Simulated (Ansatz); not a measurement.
NbPd$_{3}$:
```cif
data_Nb2Pd6
_chemical_formula_sum 'Nb2 Pd6'
_space_group_name_H-M_alt 'I4/mmm'
_space_group_IT_number 139
_space_group_name_Hall '-I 4 2'
_cell_length_a 3.90171
_cell_length_b 3.90171
_cell_length_c 8.02232
_cell_angle_alpha 90.000
_cell_angle_beta 90.000
_cell_angle_gamma 90.000
loop_
_atom_site_label
_atom_site_type_symbol
_atom_site_symmetry_multiplicity
_atom_site_Wyckoff_symbol
_atom_site_fract_x
_atom_site_fract_y
_atom_site_fract_z
_atom_site_occupancy
Nb1 Nb 2 a 0.00000 0.00000 0.00000 1
Pd1 Pd 4 d 0.00000 0.50000 0.25000 1
Pd2 Pd 2 b 0.00000 0.00000 0.50000 1
```
(The calculation used a cell of 4 atoms; values per cell refer to that cell.)

Relaxed with r²SCAN.

### Question
Tabulate the valence density and the electron localisation function along the shortest Pd–Pd contact (2.76 Å), the program Ansatz at the r²SCAN level (PAW).

### Answer


```
distance from Pd (Å)  density (e/Å³)   ELF
--------------------  --------------  ----
0.28                           12.46  0.37
0.41                           10.19  0.48
0.55                            6.91  0.54
0.69                            3.69  0.51
0.83                            1.64  0.41
0.97                            0.78  0.29
1.10                            0.47  0.21
1.24                            0.34  0.20
1.38                            0.30  0.22
1.52                            0.34  0.20
1.66                            0.47  0.21
1.79                            0.78  0.29
1.93                            1.64  0.41
2.07                            3.69  0.51
2.21                            6.91  0.54
2.35                           10.19  0.48
2.48                           12.46  0.37
```

The density is the valence pseudo-density with augmentation charge, so density and ELF within about 1 Å of a nucleus are not all-electron values.

The workflow started from an entry of the Crystallography Open Database (COD), which files this formula under 2 space groups. Its standing as an ambient phase is unchecked. The r²SCAN relaxation kept the symmetry of its start; its stability against distortions is not shown here. No spin polarisation was allowed.

Potentials: the later of the program's two PAW sets.
